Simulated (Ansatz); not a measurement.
SnS (GeS type, space group Pnma)

```
CELL_PARAMETERS angstrom
     10.91250     0.00000     0.00000
      0.00000     3.95362     0.00000
      0.00000     0.00000     4.11052
ATOMIC_POSITIONS crystal
  Sn 0.61726 0.75000 0.59245
  Sn 0.88274 0.25000 0.09245
  Sn 0.38274 0.25000 0.40755
  Sn 0.11726 0.75000 0.90755
  S  0.35513 0.75000 0.97622
  S  0.14487 0.25000 0.47622
  S  0.64487 0.25000 0.02378
  S  0.85513 0.75000 0.52378
```

This relaxed cell (volume V₀) is scaled evenly in all directions, its shape held. The atoms relax within the cell's symmetry.

Calculation: PBEsol-D3(BJ) (plane waves to 420 eV, PAW, scalar-relativistic; Ansatz, a first-principles code). k mesh 3×8×8 (Γ-centred), Fermi-Dirac smearing 0.05 eV. E stands for the smeared free energy. Compression counts positive. With the shape held, the modulus is that of even scaling; a crystal free to change shape is softer. SnS was relaxed with its symmetry unable to fall. The PAW data are Ansatz's earlier set. The zero of ΔE is the relaxed starting cell.

```
V/V₀   ΔE (meV/atom)  P (GPa)
-----  -------------  -------
0.900           43.0     6.84
0.920           26.5     5.15
0.940           14.4     3.65
0.960            6.1     2.31
0.980            1.5     1.09
1.000            0.0     0.00
1.020            1.4    -0.95
1.040            5.2    -1.78
1.060           11.1    -2.49
1.080           18.8    -3.09
1.100           28.1    -3.61
```

Derived quantities:

* **Pressure at the smallest volume**: 6.84 GPa
* **Energy cost of the largest compression**: 43.0 meV/atom
* **Energy cost of the largest expansion**: 28.1 meV/atom
* **Bulk modulus at fixed cell shape B₀ (third-order Birch-Murnaghan fit)**: 49.7 GPa
* **Pressure derivative B₀′ (fit)**: 5.2
* **Equilibrium volume of the fit**: 22.17 Å³/atom
* **Pressure for 5 % compression (fit)**: 2.9 GPa

The 11 points together took about 18 core-minutes (a rough figure).

(Under strain, the slope of the energy per volume gives the stress and its curvature an elastic modulus.)
